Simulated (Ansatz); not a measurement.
Is this DyAgH2 structure a true minimum?

It was reached by relaxing an invented guess, and it needn't be the stable form of this composition.

Level of theory: Ansatz, DFT PBE, scalar-relativistic, plane waves, PAW, and for the lanthanide a 4f-in-core norm-conserving potential. Plane waves to 630 eV, a k mesh through Γ of 10×10×10 on the computed 8-atom cell and Gaussian smearing (0.10 eV); no spin polarisation.

The cell below (8 atoms, space group I4_1/amd (No. 141)) is relaxed within its symmetry.

```xyz
8
Lattice="-2.1712 2.1712 5.5416 2.1712 -2.1712 5.5416 2.1712 2.1712 -5.5416" Properties=species:S:1:pos:R:3 pbc="T T T"
Dy    0.0000    0.0000    0.0000
Dy    0.0000    2.1712    2.7708
Ag    0.0000    0.0000    5.5416
Ag    2.1712    0.0000    2.7708
H     0.0000    0.0000    2.2201
H     0.0000    0.0000    8.8630
H     0.0000    2.1712    0.5506
H     0.0000    2.1712    4.9909
```

For the test it was strained at random (σ = 1.5 % a component), the atoms were moved at random (σ = 0.05 Å), and all was relaxed again on a coarse 6×6×6 mesh (in the run’s order of axes) with 0.20 eV smearing, with no symmetry imposed.

Problem. Does it come back?

Solution. It returns, within 1 meV/atom of the unmoved cell on that mesh and with the same symmetry when read at 0.1 Å (P1 at 0.01 Å, so small strains and shifts remain). No instability shows in this cell; modes of other wave vectors, which need another repeat, aren't tested.

The lanthanide is trivalent by construction, without f bands, f moments or other valences.
